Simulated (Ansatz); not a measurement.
A geometry of GaPt away from equilibrium: step 3 of the relaxation of a relaxed GaPt cell displaced along its unstable phonon at q = (½, ½, 0) of its primitive reciprocal cell (97i cm⁻¹), largest move 0.15 Å. Computed with PBEsol (plane waves to 420 eV, PAW, scalar-relativistic; Ansatz, a first-principles code). Γ-centred k-mesh 11×11×11 on the run's cell (coarser than for final values), Fermi–Dirac smearing 0.05 eV. The plane waves were selected for a different cell earlier on the path.

```yaml
crystal:
  lattice:
    - [0.00000, 4.87341, 5.11488]
    - [2.43670, 2.43670, 5.11488]
    - [2.43670, 2.43670, 0.00000]
  atoms:
    - { symbol: Ga, position: [0.00000, 0.91468, 0.08532] }
    - { symbol: Ga, position: [0.50000, 0.08532, 0.91468] }
    - { symbol: Pt, position: [0.00000, 0.41649, 0.58351] }
    - { symbol: Pt, position: [0.50000, 0.58351, 0.41649] }
```

What forces act on the atoms (eV/Å)?


| atom | Fx | Fy | Fz |
|---|---|---|---|
| Ga1 | 0.00 | 0.00 | -0.32 |
| Ga2 | 0.00 | 0.00 | 0.32 |
| Pt3 | 0.00 | 0.00 | 0.24 |
| Pt4 | 0.00 | 0.00 | -0.24 |

The path ends in P4/nmm (No. 129). No spin polarisation in the result.

The run could not lose the symmetry of its start, so the end can be a saddle point.

The end of the path is a generated cell of GaPt: the first start was made by placing the elements on the sites of a structure type, and the end was not matched to a known phase here, so it may be hypothetical.
